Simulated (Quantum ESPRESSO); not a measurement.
## One change at a time to InIr2Pd3ScW

All numbers below are calculated, not measured. They come from Quantum ESPRESSO 7.5, a public plane-wave density functional program. Each row is one single-point run on a made-up periodic cell of eight metal atoms, with elements, volume, strain and displacements drawn at random and not relaxed, so a cell may be unstable or far from any real phase. There is no spin polarisation or spin-orbit coupling.

Settings: PBE unless stated; PseudoDojo standard norm-conserving files; Fermi-Dirac width 0.25 eV, which means electrons at about 2900 K; cutoff 1143 eV; 8 x 5 x 3 k mesh shifted half a step off Gamma. E is the free energy of the whole cell (internal energy minus TS), so a -TS column is already part of it. Stress is positive in tension, and the pressure P is minus a third of its trace.

Checks: one run of this series was repeated at a higher cutoff and on a denser mesh, which moved values by no more than 0.010 eV, 0.06 GPa and 0.009 eV/Å, and a second program with other atomic files agreed on it to 2 % rms in force and 0.5 GPa in pressure. Known limits: heavy elements are run without spin-orbit coupling, which real alloys of them have; a spin test at this wide smearing found no moment, but such smearing suppresses magnetism that the real alloy may have.

The lattice is face-centred cubic, and the cell vectors in Å are (0.000, -2.050, -2.050); (-4.100, 2.050, -2.050); (6.150, 6.150, -4.100), a volume of 137.82 Å³ in run 1. The elements on sites 1 to 8 are In Sc Pd W Ir Ir Pd Pd. Each later run makes one change to run 1 and keeps the rest. E is counted from run 1, and is n/a where other atomic files have another zero of energy.

```
run                           change  V (Å³)  P (GPa)  -TS (eV)  rms force (eV/Å)  largest change of a force component (eV/Å)  E (eV)
  1                             none  137.82    -7.21    -1.537             0.660                                       0.000   0.000
  2          sites 4 and 8 exchanged  137.82    -8.02    -1.439             0.626                                       1.450  -0.418
  3    all lengths scaled by -0.89 %  134.18    -3.10    -1.490             0.731                                       0.180       ?
  4              LDA in place of PBE  137.82   -18.74    -1.548             0.587                                       0.247     n/a
  5                     Mg on site 3  137.82    -4.37    -1.357             0.686                                       0.695     n/a
  6  site 7 moved by +0.22 Å along y  137.82    -7.07    -1.524             0.622                                       0.836  -0.005
```

## Worked estimate

Along a uniform scaling dE = -P dV. The mean of the two pressures is -5.155 GPa and the volume changes by -3.64 Å³, with 160.2 GPa to one eV/Å³. The same two rows give -V dP/dV = 154 GPa for this cell with clamped atoms, which is not the bulk modulus of a real alloy.

## Withheld value

Question: what E should run 3 give?

The estimate is -0.117 eV. The calculation gave -0.118 eV.
